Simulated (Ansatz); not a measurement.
A geometry of ScCo away from equilibrium: the start of the relaxation of a generated trial cell of ScCo in the AFLOW prototype AB_cP8_198_a_a (B20, as in FeSi). Method: PBEsol (plane waves to 420 eV, PAW, scalar-relativistic; Ansatz, a first-principles code). Γ-centred k-mesh 7×7×7 on the run's cell (coarser than for final values), Fermi–Dirac smearing 0.05 eV.

```xyz
8
Lattice="4.9880 0.0000 0.0000 0.0000 4.9880 0.0000 0.0000 0.0000 4.9880" Properties=species:S:1:pos:R:3:forces:R:3 pbc="T T T" free_energy=-28817.986 pressure_GPa=-3.6
Sc     0.6810     0.6810     0.6810    0.5171    0.5171    0.5171
Sc     3.1750     1.8130     4.3071    0.5171   -0.5171   -0.5171
Sc     4.3071     3.1750     1.8130   -0.5171    0.5171   -0.5171
Sc     1.8130     4.3071     3.1750   -0.5171   -0.5171    0.5171
Co     4.2019     4.2019     4.2019    0.1924    0.1924    0.1924
Co     1.7079     3.2801     0.7861    0.1924   -0.1924   -0.1924
Co     0.7861     1.7079     3.2801   -0.1924    0.1924   -0.1924
Co     3.2801     0.7861     1.7079   -0.1924   -0.1924    0.1924
```

Positions in Å, forces in eV/Å, free energy of the cell in eV (comparable only within this code, potentials and settings). Largest force: 0.90 eV/Å, on Sc1, Sc2, Sc3, Sc4 (atoms numbered as listed); the geometry lies 0.07 eV/atom above the end of its relaxation.

Spin-polarised start, with parallel moments on Co.

No spin polarisation in the result: the starting moments vanished. A magnetic state may lie lower.

The run could not lose the symmetry of its start, so the end can be a saddle point.

The end of the path is a generated cell of ScCo: the first start was made by placing the elements on the sites of a structure type, and the end was not matched to a known phase here, so it may be hypothetical.
